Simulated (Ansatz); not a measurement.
Theory: DFT PBE, scalar-relativistic, plane waves, PAW (Ansatz 0.2.0). All cells share a 420 eV cutoff and Γ-centred k meshes spaced about 0.3 Å⁻¹ or finer (0.25 for metals, 2π included). Collinear spin where magnetic atoms keep a moment.

Temperature and zero-point effects are left out.

Compare these two cells of MnC₆, each relaxed at this level.

1. (ferromagnetic moments up to 3.7 μB)

```cif
data_structure
_symmetry_space_group_name_H-M 'I4/mmm'
_symmetry_Int_Tables_number 139
_cell_length_a 7.9399
_cell_length_b 7.9399
_cell_length_c 5.1559
_cell_angle_alpha 90.000
_cell_angle_beta 90.000
_cell_angle_gamma 90.000
_cell_volume 325.04
loop_
_atom_site_label
_atom_site_type_symbol
_atom_site_symmetry_multiplicity
_atom_site_Wyckoff_symbol
_atom_site_fract_x
_atom_site_fract_y
_atom_site_fract_z
_atom_site_occupancy
Mn1 Mn 2 b 0.00000 0.00000 0.50000 1
C1 C 8 g 0.00000 0.50000 0.87833 1
C2 C 4 e 0.00000 0.00000 0.12079 1
```

2. (no moments)

```cif
data_structure
_symmetry_space_group_name_H-M 'Cmmm'
_symmetry_Int_Tables_number 65
_cell_length_a 5.1496
_cell_length_b 9.4886
_cell_length_c 3.5532
_cell_angle_alpha 90.000
_cell_angle_beta 90.000
_cell_angle_gamma 90.000
_cell_volume 173.62
loop_
_atom_site_label
_atom_site_type_symbol
_atom_site_symmetry_multiplicity
_atom_site_Wyckoff_symbol
_atom_site_fract_x
_atom_site_fract_y
_atom_site_fract_z
_atom_site_occupancy
Mn1 Mn 2 d 0.00000 0.00000 0.50000 1
C1 C 4 j 0.50000 0.26733 0.50000 1
C2 C 4 g 0.86644 0.00000 0.00000 1
C3 C 4 f 0.25000 0.25000 0.50000 1
```

Question: Which would you expect to be lower, and how large is the difference?

Answer: Cell 1 is lower, by 144 meV/atom. Cell 1 has space group I4/mmm (No. 139), 23.2 Å³/atom and a gap of 0.42 eV on its mesh; cell 2 has space group Cmmm (No. 65), 12.4 Å³/atom and no gap. Counting C atoms around Mn (those within 1.25 times the shortest such distance or 1.15 times the sum of covalent radii, 1.27 where that leaves under three; a plus sign parts nearer from farther groups), cell 1 has Mn 2 and cell 2 has Mn 4+2. Cell 1 and cell 2 both hold C–C chains. Their magnetic states differ too, which can make part of the margin. Even the lower one lies +1.20 eV/atom against the reference forms of the elements (uncorrected), so neither is stable at this level. In cell 1, Mn is surrounded by 2 C at 1.96 Å; C on a site of symmetry 2mm has 2 C at 1.25–1.32 Å; C on a site of symmetry 4mm has 1 C at 1.25 Å and 1 Mn at 1.96 Å. In cell 2, Mn has 4 C at 1.91 Å and 2 C at 2.21 Å; C on a site of symmetry m2m has 2 C at 1.30 Å and 1 Mn at 2.21 Å; C on a site of symmetry 2mm has 1 C at 1.38 Å and 2 Mn at 1.91 Å; 1 more site not described. Both come from trial cells of a structure search, whose lowest cell (Cm, 8.7 Å³/atom) lies 0.81 eV/atom below the lower of the two.

Weakly bound directions are ill-defined at this level, which has no dispersion term (I4/mmm), and this can change margins and order among such cells. Kohn–Sham gaps at this level usually fall short of measured ones. A magnetic state wasn't ruled out in cells without spin, among them Cmmm. Another magnetic order may lie lower. Cells relaxed within their symmetry can be saddle points. Some candidate types were left out of the draw beforehand, so a known form may be missing.
